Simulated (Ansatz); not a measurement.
Ni:
```cif
data_Ni2
_chemical_formula_sum 'Ni2'
_space_group_name_H-M_alt 'P 1'
_space_group_IT_number 1
_cell_length_a 2.44766
_cell_length_b 2.44766
_cell_length_c 4.01621
_cell_angle_alpha 90.000
_cell_angle_beta 90.000
_cell_angle_gamma 120.000
loop_
_space_group_symop_operation_xyz
  'x, y, z'
loop_
_atom_site_label
_atom_site_type_symbol
_atom_site_fract_x
_atom_site_fract_y
_atom_site_fract_z
_atom_site_occupancy
Ni1 Ni 0.33333 0.66667 0.25000 1
Ni2 Ni 0.66667 0.33333 0.75000 1
```
The run is spin-polarised; directions of the spins, atom by atom: ↑ ↑.

Relaxed with PBEsol.

Problem. Which orbitals make up the states near the Fermi level in plane-wave PAW PBEsol (Ansatz code)?

Solution. Within 0.5 eV of the Fermi level: Ni 3d 94 %. Projections are on Löwdin-orthogonalised atomic valence shells; empty p or d shells of many metals are not among them.

Problem. Tabulate the density of states.

Solution. States/eV per cell of 2 atoms, in 0.25 eV bins, energy from the Fermi level.

```
E (eV)  total  Ni 3d  Ni 4s
------  -----  -----  -----
-7.85    0.19   0.00   0.18
-7.60    0.21   0.01   0.19
-7.35    0.23   0.01   0.21
-7.10    0.25   0.02   0.23
-6.85    0.28   0.02   0.24
-6.60    0.31   0.03   0.26
-6.35    0.34   0.05   0.28
-6.10    0.38   0.07   0.30
-5.85    0.44   0.10   0.33
-5.60    0.52   0.15   0.36
-5.35    0.68   0.26   0.39
-5.10    1.12   0.64   0.45
-4.85    1.45   0.96   0.46
-4.60    2.05   1.56   0.46
-4.35    2.31   1.90   0.36
-4.10    2.73   2.39   0.27
-3.85    2.91   2.62   0.20
-3.60    3.42   3.18   0.12
-3.35    3.63   3.38   0.11
-3.10    3.03   2.80   0.09
-2.85    4.34   4.06   0.12
-2.60    4.18   3.94   0.11
-2.35    4.03   3.81   0.10
-2.10    5.97   5.68   0.13
-1.85    4.84   4.59   0.11
-1.60    4.88   4.62   0.12
-1.35    4.43   4.24   0.08
-1.10    3.92   3.78   0.06
-0.85    5.04   4.92   0.06
-0.60    5.62   5.51   0.07
-0.35    2.41   2.29   0.09
-0.10    3.55   3.39   0.12
0.15     4.40   4.21   0.15
0.40     0.82   0.60   0.17
0.65     0.73   0.45   0.19
0.90     0.70   0.39   0.20
1.15     0.67   0.34   0.21
1.40     0.62   0.29   0.21
1.65     0.59   0.24   0.20
1.90     0.54   0.20   0.19
2.15     0.52   0.17   0.18
2.40     0.49   0.15   0.17
2.65     0.47   0.13   0.16
2.90     0.47   0.12   0.15
3.15     0.47   0.11   0.16
3.40     0.47   0.10   0.15
3.65     0.47   0.09   0.15
3.90     0.44   0.08   0.13
4.15     0.42   0.07   0.12
4.40     0.39   0.06   0.11
4.65     0.36   0.05   0.09
```

Space group P6_3/mmc (hcp (Mg type)). The first step of the workflow began from a Materials Project structure, measured or hypothetical; the Crystallography Open Database files this formula in space group No. 194, but the cells were not matched. It is not the phase usual at ambient conditions (space group No. 225). Symmetry was held in the PBEsol relaxation; its stability against distortions is not shown here. Spin order of the final state: ferromagnetic, chosen from 5 collinear starts compared on coarse meshes (ties went to the first, and starts can fall back to one state), not a proven ground state.

Potentials: the earlier of the program's two PAW sets. The files were generated under PBE; for other functionals the program regenerates the frozen cores, and for LDA and PBEsol the local potential too.
